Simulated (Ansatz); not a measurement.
**ZrCo3C2: settings compared (Ansatz)**

Launch command:

```bash
ansatz run input.yaml --threads 1 --pin off --max-ram 2560MiB --backend cpu --events-out ev --progress --plain --runs-dir out
```

The input file (Ansatz 0.2.0, plane waves):

```yaml
crystal:
  lattice:
    - [2.417764, 4.187689, 0.0]
    - [-2.417764, 4.187689, 0.0]
    - [0.0, 0.0, 3.02581]
  atoms:
    - { symbol: Zr, position: [0.0, 0.0, 0.0] }
    - { symbol: Co, position: [0.5, 0.5, 0.5] }
    - { symbol: Co, position: [0.5, 0.0, 0.5] }
    - { symbol: Co, position: [0.0, 0.5, 0.5] }
    - { symbol: C, position: [0.3333, 0.3334, 0.0] }
    - { symbol: C, position: [0.6666, 0.6667, 0.0] }
  symmetry: { tolerance: 0.0003 }
kpoints:
  mp_grid: { grid: [4, 4, 6], shift: [0, 0, 0] }
magnetization:
  spin_polarized: false
scf:
  occupations: { method: gaussian, width: 0.0871 }
hamiltonian:
  pseudopotentials: { kind: paw }
  xc: r2scan
basis:
  ecutwfc: 500
output:
  forces: true
  stress: true
  eigenvalues: true
  write_density: true
  write_potential: true
  elf: true
  volumetric_format: npy
relax:
  max_steps: 40
  cell: {}
```

Origin of the cell: a known structure type with other elements, at an estimated volume, so it need not be a known compound.

Output of this run (shortened):

```
Warning: the atoms were moved onto the symmetric positions of the space group found under crystal.symmetry.tolerance 3.0e-4 (fractional; no operation is sought that the atoms, as they stand i […]
Pseudopotentials: kind: paw
Pseudopotential: Zr, paw, valence charge 12, recommended cutoff 500 eV (meta_gga), Zr.paw.azcp
Pseudopotential: Co, paw, valence charge 17, recommended cutoff 500 eV (meta_gga), Co.paw.azcp
Pseudopotential: C, paw, valence charge 4, recommended cutoff 500 eV (meta_gga), C.paw.azcp
Functional definition: r2SCAN
  exchange = r2scan_x(k0 = k0, k1 = k1, a1 = a1)
  correlation = r2scan_c
Crystal: 6 atoms, lattice volume = 61.272 Å³
Basis set: ecut = 500 eV, 1553 PW (Γ), exchange–correlation on 144×144×96 points (64 copies of the dense FFT grid, shifted against one another)
Bands: 43, of which v1, the nominal top of the filled ones, is band 36 counted from 1 (35 counted from 0)
[… 12 lines left out …]
Initial density: superposition of atomic densities (neutral atoms: chi_scale 0, normalization atom), corrected by the library's trained network
Functional: x = r2scan, c = r2scan; τ floored in thin density (d = 2e-4 eV/Å³)
SCF iter   1: F=—  HF=-20092.624135 eV  Δρ=3.22e-2  dr2=5.13e-1  dr2_τ=2.35e-1
SCF iter   2: F=—  HF=-20092.859304 eV  Δρ=2.66e-2  dr2=2.59e-1  dr2_τ=1.21e-2  defer=28
SCF iter   3: F=—  HF=-20092.832329 eV  Δρ=1.15e-2  dr2=7.22e-2  dr2_τ=8.18e-4  defer=28
SCF iter   4: F=—  HF=-20092.828581 eV  Δρ=3.68e-3  dr2=3.90e-3  dr2_τ=6.63e-4  defer=28
SCF iter   5: F=—  HF=-20092.829547 eV  Δρ=2.93e-3  dr2=3.26e-3  dr2_τ=1.19e-4  defer=26
SCF iter   6: F=—  HF=-20092.829603 eV  Δρ=4.20e-4  dr2=9.26e-5  dr2_τ=5.55e-6  defer=26
SCF iter   7: F=—  HF=-20092.829625 eV  Δρ=3.29e-4  dr2=5.33e-5  dr2_τ=1.26e-6  defer=26
SCF iter   8: F=—  HF=-20092.829624 eV  Δρ=7.64e-5  dr2=3.06e-6  dr2_τ=5.01e-8  defer=26
SCF iter   9: F=—  HF=-20092.829624 eV  Δρ=4.32e-5  dr2=8.66e-7  dr2_τ=2.28e-8  defer=26
SCF iter  10: F=-20092.829624 eV  HF=-20092.829624 eV  Δρ=2.97e-6  dr2=8.10e-9  dr2_τ=4.26e-10
relax step   1: F+E_penalty+E_count = -20092.829624 eV  Δ(F+E_penalty+E_count) = +0.000e0 eV  max|allowed force component| = 1.542e-17 eV/Å  Δτ_max = 0.0000 Å  P = -13.680 GPa  Ω = 61.272 Å³ […]
relax step   2: F+E_penalty+E_count = -20092.987705 eV  Δ(F+E_penalty+E_count) = -1.581e-1 eV  max|allowed force component| = 3.084e-17 eV/Å  Δτ_max = 0.0000 Å  P = -4.793 GPa  Ω = 59.216 Å³ […]
relax step   3: F+E_penalty+E_count = -20093.011660 eV  Δ(F+E_penalty+E_count) = -2.396e-2 eV  max|allowed force component| = 1.234e-17 eV/Å  Δτ_max = 0.0000 Å  P = +0.821 GPa  Ω = 58.120 Å³ […]
relax step   4: F+E_penalty+E_count = -20093.011929 eV  Δ(F+E_penalty+E_count) = -2.694e-4 eV  max|allowed force component| = 1.850e-17 eV/Å  Δτ_max = 0.0000 Å  P = +0.046 GPa  Ω = 58.270 Å³ […]
relax step   5: F+E_penalty+E_count = -20093.011933 eV  Δ(F+E_penalty+E_count) = -3.769e-6 eV  max|allowed force component| = 1.542e-17 eV/Å  Δτ_max = 0.0000 Å  P = -0.000 GPa  Ω = 58.281 Å³ […]
relax step   6: F+E_penalty+E_count = -20093.009645 eV  Δ(F+E_penalty+E_count) = +2.288e-3 eV  max|allowed force component| = 4.009e-17 eV/Å  Δτ_max = 0.0000 Å  P = -0.029 GPa  Ω = 58.281 Å³  stress off target by 4.85e-2 GPa […]
SCF 6 converged in 7 iterations: F = -20093.009645 eV  dr2 = 5.80e-11
basis re-selected at this cell: Δ(F+E_penalty+E_count) = +2.288e-3 eV, ΔP = -0.029 GPa vs the last step (what re-selecting the basis moved, of the pressure what is left beyond the Pulay corre […]
SCF converged after 7 iterations
Free energy (F): -20093.009645 eV
Harris-Foulkes:  -20093.009645 eV  (|F-HF|=2.55e-11)
Internal energy: -20092.991851 eV  (E = F + TS)
E sigma→0 (E₀):  -20093.000748 eV
Entropy (-TS):   -0.017794 eV (-2.966 meV/atom)
Fermi energy:    19.478219 eV
--- Per-component energies (eV) ---
  E_band       = -755.534695
  E_kinetic    = 1884.440715
  E_local      = -10230.678178  (includes V_loc(G=0)·N_el)
  E_nonlocal   = 1499.328988
  E_hartree    = 4341.720390
  E_xc         = -728.588507
  E_vxc        = -1039.439629  (∫ρ·V_xc dr)
  E_paw        = -7742.878287  (= ΣΔE_a)
  E_vpaw       = -1616.473779  (= ΣTr[D̂ρ^β])
  E_aug_tail   = 0.000105  (compensation charges beyond the density's cutoff)
  E_vtau       = 63.845950  (kinetic-family band-sum trace: ∫τ·v_τ [+ j·A + Jᵃ·Aᵃ] dr)
  E_ewald      = -9115.237169
  E_core_change = -1.099908  (= ΣΔE_core)
  E_smearing   = -0.017794  (= −TS)
  Σ components = -20093.009645   (vs F -20093.009645, Δ=0.00e0)
--- Forces (eV/Å), atoms counted from 1 ---
  atom   1  Zr     0.000000    -0.000000     0.000000
  atom   2  Co    -0.000000    -0.000000     0.000000
  atom   3  Co     0.000000     0.000000     0.000000
  atom   4  Co    -0.000000     0.000000     0.000000
  atom   5  C     -0.000000    -0.000000     0.000000
  atom   6  C     -0.000000     0.000000     0.000000
  max |Σ_I F_I| component: 9.25e-17 eV/Å
--- Stress (GPa, compression-positive) ---
       -0.019308      -0.000000       0.000000
       -0.000000      -0.019308       0.000000
        0.000000       0.000000      -0.048514
  P = ⅓ Tr σ = -0.0290 GPa (-0.290 kbar)
--- Relaxed structure (5 steps of the walk, 5 accepted, 1 SCFs on fresh bases) ---
  F+E_penalty+E_count = -20093.009645 eV   max|allowed force component| = 4.009e-17 eV/Å   (the final SCF, on the basis selected at the relaxed cell)
  cell:  # Å, volume = 58.2812 Å³
    - [2.403388, 4.162790, 0.0]
    - [-2.403388, 4.162790, 0.0]
    - [0.0, 0.0, 2.912660]
  atoms:
    - { symbol: Zr, position: [2.313e-17, 6.511e-18, 0.0] }
    - { symbol: Co, position: [0.5, 0.5, 0.5] }
    - { symbol: Co, position: [0.5, 0.0, 0.5] }
    - { symbol: Co, position: [0.0, 0.5, 0.5] }
    - { symbol: C, position: [0.333333, 0.333333, 0.0] }
    - { symbol: C, position: [0.666667, 0.666667, 0.0] }
```

The same input was run again with these changes:

1. `scf.eigensolver.kind` default → davidson; `basis.precision` default → f64
2. `scf.mixing.preconditioner` default → resta; `relax.f_tol` default → 0.005; `relax.max_displacement` default → 0.05
3. `accuracy` default → low; `scf.mixing.algorithm` default → broyden; `scf.mixing.beta` default → 0.2; `scf.mixing.ndim` default → 4

```tsv
run	end	SCF iterations	volume (Å³/atom)	max force component (eV/Å)	moment (μB)	ΔE(σ→0) (meV/atom)
base	converged	46	9.71	0.000	–	0
1	converged	67	9.71	0.000	–	0.00
2	converged	52	9.71	0.000	–	0.00
3	converged	62	9.71	0.000	–	0.00
```

Energies are compared only where functional, datasets, charge and starting cell are the same.

Caveats of the base run: no spin polarisation, so a magnetic state may lie lower; the k mesh is coarse if the cell is a metal; the relaxation held the start's symmetry, so the end may be a saddle point.

The base run ran for 40 s on 1 thread of Arm Neoverse V2 (shared host), peak memory 0.52 GiB, from the program's own first density.
